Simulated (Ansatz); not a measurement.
The relaxed structure here is a generated cell of V: the first start was made by placing the elements on the sites of a structure type, and the end was not matched to a known phase here, so it may be hypothetical. Known forms of V include space group No. 229.

One starting cell of V (a generated cell, V built in the beta-W structure type) was relaxed twice with Ansatz (plane waves, PAW, scalar-relativistic): with r2SCAN at 500 eV and with PBE at 420 eV. The r2SCAN result:

```
CELL_PARAMETERS angstrom
      4.76707     0.00000     0.00000
      0.00000     4.76707     0.00000
      0.00000     0.00000     4.76707
ATOMIC_POSITIONS crystal
  V  0.25000 0.00000 0.50000
  V  0.75000 0.00000 0.50000
  V  0.00000 0.50000 0.25000
  V  0.00000 0.50000 0.75000
  V  0.50000 0.25000 0.00000
  V  0.50000 0.75000 0.00000
  V  0.00000 0.00000 0.00000
  V  0.50000 0.50000 0.50000
```

```tsv
quantity	r2SCAN	PBE
space group	Pm-3n	Pm-3n
volume (Å³/atom)	13.54	[?]
a (Å)	4.767	[?]
gap (eV, no spin-orbit coupling)	0.00	[?]
```

Task: What does PBE give for the same quantities?

Result: 
- volume (Å³/atom), PBE: 13.72
- a (Å), PBE: 4.788
- gap (eV, no spin-orbit coupling), PBE: 0.00

Both levels end in the same structure; PBE's volume is 1.3 % larger. Neither column is exact.

No spin polarisation in the result.

The run could not lose the symmetry of its start, so the end can be a saddle point.

All atoms sit on sites fixed by symmetry, so only the cell could relax.

Ansatz is an electronic-structure program.
